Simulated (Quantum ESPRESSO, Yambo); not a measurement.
SiO2 (space group P6_322, No. 182). The geometry is that of Materials Project entry mp-559091, symmetrised and not relaxed again. Chain: PBEsol (Quantum ESPRESSO, PseudoDojo norm-conserving, 84 Ry, without SOC); G0W0 in Yambo (3×3×2 Γ-centred k mesh, 273 bands and a 7 Ry block in the screening, 273 bands in G with the Bruneval-Gonze terminator, plasmon pole fitted at 27.2 eV); BSE (6×6×2 mesh, 16 valence and 7 conduction bands, static screening with 101 bands and a 3 Ry block, scissor 2.84 eV, Tamm-Dancoff).

* **PBEsol gap (dense path)**: 5.64 eV
* **PBEsol gap (0, 0.333, 0) → Γ on the GW mesh**: 5.68 eV
* **PBEsol smallest direct gap on the GW mesh, at Γ**: 5.68 eV
* **G0W0 direct gap at that point**: 8.52 eV
* **G0W0 correction to the gap (0, 0.333, 0) → Γ**: 2.83 eV
* **direct gap on the BSE mesh, with the scissor**: 8.52 eV
* **first BSE state allowed for light along x**: 7.27 eV
* **lowest BSE state**: 7.27 eV
* **binding of the lowest exciton**: 1.25 eV
* **RPA electronic dielectric constant along x**: 2.08 (6×6×2 mesh, PBEsol bands)

Rough cost of the Yambo steps against G0W0 for 10 states: BSE within a factor of two, one RPA spectrum about 1/6.

Nearest settings tried, and what they do to the gap: 175 bands in W, 175 bands in G: +14 meV; 2 Ry block (73 vectors against 391): +250 meV. Not varied: mesh. So the settings aren't converged at that level. The BSE states are vertical excitations (zero momentum). Convergence of the RPA response with its 6×6×2 mesh was not tested. Convergence of the binding with the mesh was not shown. Axes are Cartesian, with cell vectors (Å) (5.07, 0.00, 0.00), (-2.53, 4.39, 0.00), (0.00, 0.00, 8.56).

This is not the ordinary phase of the substance; no match was found in the copy of COD used, and its stability was not checked.
